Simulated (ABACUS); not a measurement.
Band structure of Sn2GeTe3 (P-3m1, 6 atoms in the cell; from Materials Project mp-1218976).

```xyz
6
Lattice="4.4263 0.0000 0.0000 -2.2132 3.8333 0.0000 0.0000 0.0000 10.9835" Properties=species:S:1:pos:R:3 pbc="T T T"
Sn     0.0000     2.5555     9.0849
Sn     2.2132     1.2778     1.8986
Ge     0.0000     0.0000     5.4917
Te     0.0000     2.5555     3.8232
Te     2.2132     1.2778     7.1602
Te     0.0000     0.0000     0.0000
```

Method: LDA (PW92), numerical atomic orbitals TZP (confined pseudo-atomic orbitals with Gaussian additions; energy shift 0.003 Ry), PseudoDojo 0.4 standard norm-conserving LDA (tails mended) pseudopotentials (ABACUS).

Settings: basis = TZP numerical atomic orbitals, energy shift 0.003 Ry; KPT = Gamma 5 5 2 0 0 0; basis_type = lcao; dft_functional = PWLDA; ecutwfc = 100 Ry; smearing_method = gaussian; smearing_sigma = 0.00734986 Ry; potentials = PseudoDojo 0.4 standard norm-conserving LDA (tails mended); symmetry = 1; nbands = 51; ks_solver = genelpa; scf_nmax = 100; scf_thr = 1.0e-06; mixing_type = broyden.

Spin-orbit coupling is left out, which matters for bands and gaps with elements this heavy. The atom-centred basis is finite, which shifts total energies, pressures and forces against plane waves. The structure comes from a collection of computed structures, made at another level of theory; the collection holds predicted forms beside known ones. No clean gap shows at this smearing width and mesh (spacing up to 0.33 Å⁻¹); the mesh is coarse for partly filled bands, so the values carry mesh errors. Semi-local functionals can close small gaps.

Problem. Predict the gap along the standard path and the places of the band edges.

Solution. The gap along the path is 0.09 eV, from A to L; the smallest direct gap on it is 0.19 eV.

Points are given in units of this cell's reciprocal vectors. Levels in eV from the top of the valence band on the path, bands 42 to 46:
| point | 42 | 43 | 44 | 45 | 46 |
|---|---|---|---|---|---|
| Γ (0 0 0) | -1.65 | -1.65 | -0.92 | -0.35 | 0.85 |
| M (0.5 0 0) | -2.46 | -2.19 | -1.85 | -1.64 | 1.60 |
| K (0.333 0.333 0) | -2.63 | -2.18 | -2.18 | -2.13 | 2.12 |
| A (0 0 0.5) | -1.51 | -1.51 | -1.07 | 0.00 | 0.19 |
| L (0.5 0 0.5) | -2.85 | -1.56 | -1.52 | -0.13 | 0.09 |
| H (0.333 0.333 0.5) | -3.90 | -0.94 | -0.78 | -0.78 | 0.57 |

Higher empty bands are left out: an atom-centred basis made for the valence describes them poorly.

The atomic orbitals were generated for these runs; they are not ABACUS's published sets and were checked against plane waves on a few crystals only.

“Tails mended”: in these copies of the files the far tail of each local potential was reset to the Coulomb form.
